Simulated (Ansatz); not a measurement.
All numbers below come from DFT PBE, scalar-relativistic, plane waves, PAW (Ansatz). Plane waves to 420 eV, a 10×10×10 mesh through Γ for the 5-atom cell and 0.10 eV Gaussian smearing; no spin polarisation.

The zero of energy is the elements' standard structures at the same level (O₂ as a molecule); no fitted shifts are applied.

Question: Give a relaxed trial structure of an orthorhombic metal with formula La₂HfO₂, with a formation energy near −2.04 eV/atom and a density near 7.09 g/cm³, in a cell of 5 atoms. Its symmetry should be Cmmm (No. 65).

Answer: La₂HfO₂, space group Cmmm (No. 65). La is surrounded by 4 O at 2.54 Å and 4 Hf at 3.41 Å; around Hf lie 2 O at 2.13 Å and 8 La at 3.41 Å; around O lie 1 Hf at 2.13 Å and 4 La at 2.54 Å.

```yaml
crystal:
  lattice:
    - [1.78708, -8.88792, 0.00000]
    - [1.78708, 8.88792, 0.00000]
    - [0.00000, 0.00000, 3.60082]
  atoms:
    - { symbol: La, position: [0.37166, 0.62834, 0.00000] }
    - { symbol: La, position: [0.62834, 0.37166, 0.00000] }
    - { symbol: Hf, position: [0.00000, 0.00000, 0.50000] }
    - { symbol: O, position: [0.11962, 0.88038, 0.50000] }
    - { symbol: O, position: [0.88038, 0.11962, 0.50000] }
```

| Quantity | Value |
| --- | --- |
| Volume per atom | 22.88 Å³ |
| Density | 7.09 g/cm³ |
| Energy over the elements | −2.04 eV/atom |
| Gap on the 10×10×10 mesh of the 5-atom cell | 0 eV (a metal) |

It was reached by relaxing an invented guess, and it needn't be the stable form of this composition. The answer needn't be unique; the calculation gave this one.

Spin–orbit coupling, which can matter for Hf, is left out. A structure relaxed within its symmetry needn't be a true minimum.
